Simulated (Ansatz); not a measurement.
Below is a relaxed structure of Ti3W2. The cell was found from a structure generator's guess, not taken from experiment.

Method: DFT PBE, scalar-relativistic, plane waves, PAW in Ansatz. Cutoff 420 eV, Γ-centred mesh, Gaussian smearing, no spin polarisation.

```cif
data_structure
_symmetry_space_group_name_H-M 'P 1'
_symmetry_Int_Tables_number 1
_cell_length_a 5.2645
_cell_length_b 5.2645
_cell_length_c 5.2645
_cell_angle_alpha 51.149
_cell_angle_beta 51.149
_cell_angle_gamma 51.149
_cell_volume 81.65
loop_
_atom_site_label
_atom_site_type_symbol
_atom_site_fract_x
_atom_site_fract_y
_atom_site_fract_z
_atom_site_occupancy
Ti1 Ti 0.60304 0.60304 0.60304 1
Ti2 Ti 0.39696 0.39696 0.39696 1
Ti3 Ti 0.00000 0.00000 0.00000 1
W1 W 0.19826 0.19826 0.19826 1
W2 W 0.80174 0.80174 0.80174 1
```

Formation energies are uncorrected and refer to the elements' standard structures at the same level.

Task: Find its symmetry and describe it.

Result: R-3m (No. 166), with Ti and W ordered on bcc sites. Conventional cell: a = 4.545 Å, c = 13.692 Å. Around Ti on a site of symmetry 3m lie 4 W at 2.72–2.80 Å, 4 Ti at 2.76–2.82 Å, 3 Ti at 3.15 Å and 3 W at 3.21 Å; Ti on a site of symmetry -3m has 2 W at 2.71 Å, 6 Ti at 2.76 Å and 6 W at 3.21 Å; W is surrounded by 5 Ti at 2.71–2.80 Å, 3 W at 2.76 Å and 6 Ti at 3.21 Å.

Task: What is its formation energy per atom?

Result: −0.01 eV/atom. The formation energy is too near zero to say whether this cell lies below the elements.

Task: Is it a metal?

Result: Yes, bands cross the Fermi level on the 12×12×12 mesh.

The last run used a 12×12×12 mesh for its 5-atom cell and Gaussian smearing of 0.10 eV. For metals, differences of a few meV/atom aren't resolved. Spin–orbit coupling, which can matter for W, is left out. A later test with randomly moved atoms came back to the same energy, though modes that don't fit the test's cell weren't probed.
